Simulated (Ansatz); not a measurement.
input.yaml

```yaml
crystal:
  lattice:
    - [2.5842052486, 0.0, 0.0]
    - [-1.2921026243, 2.2379873939, 0.0]
    - [0.0, 0.0, 4.3027622445]
  atoms:
    - { symbol: C, position: [0.3333333333, 0.6666666667, 0.0625198242] }
    - { symbol: C, position: [0.6666666667, 0.3333333333, 0.5625198242] }
    - { symbol: C, position: [0.3333333333, 0.6666666667, 0.4374801758] }
    - { symbol: C, position: [0.6666666667, 0.3333333333, 0.9374801758] }
basis:
  ecutwfc: 500
kpoints:
  mp_grid: { grid: [12, 12, 6] }
hamiltonian:
  xc: r2scan
scf:
  occupations: { method: gaussian, width: 0.02 }
output:
  forces: true
  stress: true
  eigenvalues: true
  write_density: true
  write_potential: true
  elf: true
  volumetric_format: npy
relax:
  adjacent_minimum: "off"
  f_tol: 0.01
  max_steps: 30
  cell: { stress_tol: 0.1, fix: [volume] }
```

Command:
```bash
ansatz run input.yaml --threads 1 --pin off --max-ram 2560MiB --backend cpu --events-out ev --progress --plain --runs-dir out
```

Theory: DFT r2SCAN, scalar-relativistic, plane waves, PAW in Ansatz.

Part of what the program printed, abridged (iterations and final results):

```
SCF iter   1: F=—  HF=-1005.745369 eV  |F-HF|=—  |Δ(HF+E_count)|=         —  Δρ=9.27e-3  dr2=6.62e-3  dr2_τ=5.76e-1  ethr=1.77e-3  ⟨swp⟩=5.7  Hψ=5339  notcnv=0
SCF iter   2: F=—  HF=-1005.838753 eV  |F-HF|=—  |Δ(HF+E_count)|=   9.34e-2  Δρ=5.47e-3  dr2=2.24e-3  dr2_τ=1.16e-4  ethr=4.14e-5  ⟨swp⟩=2.7  Hψ=2542  notcnv=0
SCF iter   3: F=—  HF=-1005.838720 eV  |F-HF|=—  |Δ(HF+E_count)|=   3.31e-5  Δρ=1.13e-3  dr2=1.04e-4  dr2_τ=1.46e-5  ethr=1.40e-5  ⟨swp⟩=3.0  Hψ=1803  notcnv=0
SCF iter   4: F=—  HF=-1005.838748 eV  |F-HF|=—  |Δ(HF+E_count)|=   2.83e-5  Δρ=1.21e-4  dr2=1.05e-6  dr2_τ=1.13e-7  ethr=6.50e-7  ⟨swp⟩=2.1  Hψ=1507  notcnv=0
SCF iter   5: F=—  HF=-1005.838749 eV  |F-HF|=—  |Δ(HF+E_count)|=   6.01e-7  Δρ=3.88e-5  dr2=1.16e-7  dr2_τ=1.58e-8  ethr=6.57e-9  ⟨swp⟩=2.2  Hψ=1513  notcnv=0
SCF iter   6: F=-1005.838749 eV  HF=-1005.838749 eV  |F-HF|=1.07e-9  |Δ(HF+E_count)|=   8.16e-8  Δρ=4.98e-6  dr2=1.95e-9  dr2_τ=2.41e-10  ethr=6.25e-10  ⟨swp⟩=8.7  Hψ=5550  notcnv=0
SCF 1 converged in 6 iterations: F = -1005.838749 eV  dr2 = 1.95e-9
relax step   1: F+E_penalty+E_count = -1005.83874862 eV  Δ(F+E_penalty+E_count) = +0.000e0 eV  max|allowed force component| = 4.810e-2 eV/Å  Δτ_max = 0.0000 Å  P = -36.019 GPa  Ω = 24.885 Å³  fix = [volume]  reactions: volume -36.019 GPa (6 SCF iters, dr2 threshold 1.00e-7 eV, accepted)
Initial density: handed on by an earlier stage of this run
Initial wavefunctions: those handed on with the density
SCF iter   1: F=—  HF=-1005.838768 eV  |F-HF|=—  |Δ(HF+E_count)|=         —  Δρ=1.47e-4  dr2=1.17e-6  dr2_τ=1.03e-5  ethr=7.60e-9  ⟨swp⟩=2.7  Hψ=7302  notcnv=0
SCF iter   2: F=—  HF=-1005.838772 eV  |F-HF|=—  |Δ(HF+E_count)|=   4.28e-6  Δρ=7.28e-5  dr2=2.55e-7  dr2_τ=1.78e-8  ethr=7.29e-9  ⟨swp⟩=2.1  Hψ=1481  notcnv=0
SCF iter   3: F=-1005.838772 eV  HF=-1005.838772 eV  |F-HF|=4.15e-9  |Δ(HF+E_count)|=   3.87e-7  Δρ=8.55e-6  dr2=4.18e-9  dr2_τ=4.53e-10  ethr=9.04e-10  ⟨swp⟩=9.8  Hψ=6499  notcnv=0
SCF 2 converged in 3 iterations: F = -1005.838772 eV  dr2 = 4.18e-9
relax step   2: F+E_penalty+E_count = -1005.83877218 eV  Δ(F+E_penalty+E_count) = -2.356e-5 eV  max|allowed force component| = 1.167e-3 eV/Å  Δτ_max = 0.0007 Å  P = -35.997 GPa  Ω = 24.885 Å³  energy of the carried Pulay correction = +7.507e-17 eV  fix = [volume]  reactions: volume -35.997 GPa (3 SCF iters, dr2 threshold 1.45e-7 eV, accepted)
SCF iter   1: F=—  HF=-1005.838816 eV  |F-HF|=—  |Δ(HF+E_count)|=         —  Δρ=1.29e-4  dr2=1.86e-6  dr2_τ=1.24e-6  ethr=1.10e-8  ⟨swp⟩=2.1  Hψ=7149  notcnv=0
SCF iter   2: F=-1005.838817 eV  HF=-1005.838817 eV  |F-HF|=2.34e-8  |Δ(HF+E_count)|=   9.06e-7  Δρ=6.05e-5  dr2=3.32e-7  dr2_τ=9.60e-9  ethr=2.50e-9  ⟨swp⟩=7.1  Hψ=5797  notcnv=0
SCF 3 converged in 2 iterations: F = -1005.838817 eV  dr2 = 3.32e-7
relax step   3: F+E_penalty+E_count = -1005.83881691 eV  Δ(F+E_penalty+E_count) = -4.473e-5 eV  max|allowed force component| = 9.219e-3 eV/Å  Δτ_max = 0.0001 Å  P = -36.000 GPa  Ω = 24.885 Å³  energy of the carried Pulay correction = -3.753e-18 eV  fix = [volume]  reactions: volume -36.000 GPa (2 SCF iters, dr2 threshold 4.00e-7 eV, accepted)
SCF iter   1: F=—  HF=-1005.838823 eV  |F-HF|=—  |Δ(HF+E_count)|=         —  Δρ=1.34e-4  dr2=1.95e-6  dr2_τ=1.17e-6  ethr=1.22e-8  ⟨swp⟩=2.4  Hψ=6899  notcnv=0
SCF iter   2: F=—  HF=-1005.838824 eV  |F-HF|=—  |Δ(HF+E_count)|=   3.09e-7  Δρ=6.37e-5  dr2=3.60e-7  dr2_τ=1.05e-8  ethr=1.22e-8  ⟨swp⟩=2.0  Hψ=1461  notcnv=0
SCF iter   3: F=-1005.838824 eV  HF=-1005.838824 eV  |F-HF|=2.69e-9  |Δ(HF+E_count)|=   9.74e-8  Δρ=6.86e-6  dr2=3.41e-9  dr2_τ=2.91e-10  ethr=5.25e-10  ⟨swp⟩=8.9  Hψ=5502  notcnv=0
SCF 4 converged in 3 iterations: F = -1005.838824 eV  dr2 = 3.41e-9
relax step   4: F+E_penalty+E_count = -1005.83882379 eV  Δ(F+E_penalty+E_count) = -6.880e-6 eV  max|allowed force component| = 4.291e-3 eV/Å  Δτ_max = 0.0001 Å  P = -35.997 GPa  Ω = 24.885 Å³  energy of the carried Pulay correction = -1.251e-18 eV  fix = [volume]  reactions: volume -35.997 GPa (3 SCF iters, dr2 threshold 8.41e-8 eV, accepted)
Initial wavefunctions: pseudopotential atomic-orbital guess (no wavefunctions were taken with the density)
SCF iter   1: F=—  HF=-1005.838824 eV  |F-HF|=—  |Δ(HF+E_count)|=         —  Δρ=6.88e-6  dr2=3.46e-9  dr2_τ=2.90e-10  ethr=1.67e-8  ⟨swp⟩=4.0  Hψ=8337  notcnv=0
SCF iter   2: F=—  HF=-1005.838824 eV  |F-HF|=—  |Δ(HF+E_count)|=   3.20e-7  Δρ=3.58e-6  dr2=8.72e-10  dr2_τ=6.16e-11  ethr=2.16e-11  ⟨swp⟩=2.6  Hψ=1518  notcnv=0
SCF iter   3: F=-1005.838824 eV  HF=-1005.838824 eV  |F-HF|=1.48e-12  |Δ(HF+E_count)|=  9.32e-10  Δρ=2.68e-7  dr2=8.02e-12  dr2_τ=1.33e-12  ethr=1.00e-12  ⟨swp⟩=5.1  Hψ=4713  notcnv=0
SCF 5 converged in 3 iterations: F = -1005.838824 eV  dr2 = 8.02e-12
SCF converged after 3 iterations
Free energy (F): -1005.838824 eV
Harris-Foulkes:  -1005.838824 eV  (|F-HF|=1.48e-12)
Internal energy: -1005.838824 eV  (E = F + TS)
E sigma→0 (E₀):  -1005.838824 eV
Fermi energy:    13.877687 eV
--- Per-component energies (eV) ---
  E_band       = 43.784190
  E_kinetic    = 355.859097
  E_local      = -257.324668  (includes V_loc(G=0)·N_el)
  E_nonlocal   = 103.030769
  E_hartree    = 56.763796
  E_xc         = -188.394916
  E_vxc        = -260.152738  (∫ρ·V_xc dr)
  E_paw        = -401.806017  (= ΣΔE_a)
  E_vpaw       = -24.924021  (= ΣTr[D̂ρ^β])
  E_aug_tail   = 0.000018  (compensation charges beyond the density's cutoff)
  E_vtau       = 13.768113  (kinetic-family band-sum trace: ∫τ·v_τ [+ j·A + Jᵃ·Aᵃ] dr)
  E_ewald      = -673.867808
  E_core_change = -0.099095  (= ΣΔE_core)
  E_smearing   =  0.000000  (= −TS)
--- Forces (eV/Å), atoms counted from 1 ---
  atom   1  C      0.00000000     0.00000000    -0.00429543
  atom   2  C      0.00000000     0.00000000    -0.00429543
  atom   3  C      0.00000000     0.00000000     0.00429543
  atom   4  C      0.00000000     0.00000000     0.00429543
--- Stress (GPa, compression-positive) ---
      -36.002927       0.000000       0.000000
        0.000000     -36.002927       0.000000
        0.000000       0.000000     -35.985799
  P = ⅓ Tr σ = -35.9972 GPa (-359.972 kbar)
--- Band table (eV; the first three rows and the last of 76) ---
  k-point 0: bands = ["-9.7830", "-4.5680", "-1.3276", "8.9493", "8.9493", "11.5606", "11.9076", "11.9076", "17.0234", "17.0234", "17.2559", "19.2072"]
  k-point 1: bands = ["-9.5994", "-5.4994", "-0.0797", "9.0917", "9.0917", "10.3289", "11.6026", "11.6026", "17.3643", "17.3643", "17.9313", "19.2299"]
  k-point 2: bands = ["-9.0514", "-6.9280", "2.2813", "7.7992", "9.5049", "9.5049", "10.9059", "10.9059", "18.1928", "18.1928", "18.8239", "19.2685"]
  k-point 75: bands = ["-2.0028", "-2.0028", "-0.5554", "-0.5554", "2.8984", "2.8984", "7.7942", "7.7942", "18.9853", "18.9853", "21.2991", "21.2991"]
--- Relaxed structure (4 steps of the walk, 4 accepted, 1 SCFs on fresh bases) ---
  F+E_penalty+E_count = -1005.83882424 eV   max|allowed force component| = 4.295e-3 eV/Å   (the final SCF, on the basis selected at the relaxed cell)
  cell:  # Å, volume = 24.8847 Å³
    - [2.58413671, 0.0, 0.0]
    - [-1.29206835, 2.23792804, 0.0]
    - [0.0, 0.0, 4.30299047]
  atoms:
    - { symbol: C, position: [0.33333333, 0.66666666, 0.06235278] }
    - { symbol: C, position: [0.66666666, 0.33333333, 0.56235278] }
    - { symbol: C, position: [0.33333333, 0.66666666, 0.43764721] }
    - { symbol: C, position: [0.66666666, 0.33333333, 0.93764721] }
```

The relaxation met its thresholds.

Time: 27 s on 1 thread of AMD EPYC 7R43 64-Core Processor (Zen 3), with other jobs on the host, peak memory 0.41 GiB.